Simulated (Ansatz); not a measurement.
Sr: reading a single point

```
Sr
1.0
     1.90939    3.30716    0.00000
    -1.90939    3.30716    0.00000
     0.00000    0.00000    6.05331
Sr
2
Direct
  0.33330 0.33340 0.25000
  0.66660 0.66670 0.75000
```

Level: r2SCAN, no spin polarisation; 500 eV; 10×10×6 Γ-centred mesh; fermi-dirac occupations (width 0.1 eV); Ansatz 0.2.0, fixed geometry.

**Question.** What happens at the Fermi level?

**Answer.** It is a metal, with about 2 states/eV a cell as the mean within 0.25 eV of the Fermi level.

**Question.** Is the cell too large or too small?

**Answer.** The pressure is 8.2 GPa (compression positive), so with the atoms held at these fractions the cell would first expand. The principal stresses 7.5, 7.5, 9.6 GPa differ, so its shape would change too.

**Question.** Describe some of the short contacts.

**Answer.** Sr–Sr at 3.74 Å: least valence density 0.06 e/Å³ and ELF 0.14 there. Both are smooth PAW fields, read partly inside the augmentation spheres.

Origin: a known structure type with other elements, at an estimated volume, so it need not be a known compound.
